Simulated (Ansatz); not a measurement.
### Question
Name crystals whose computed values (PBE in the plane-wave PAW code Ansatz) fall in these windows: B₀ by P(V) fit (GPa) 110 to 150; gap (eV) 0.66 to 0.81.

### Answer


| crystal | B₀ by P(V) fit (GPa) | gap (eV) |
|---|---|---|
| ZnO, wurtzite | 129 | 0.74 |
Others may fit too.

The cell was relaxed under the symmetry of its start.

Potentials: the later of the program's two PAW sets.
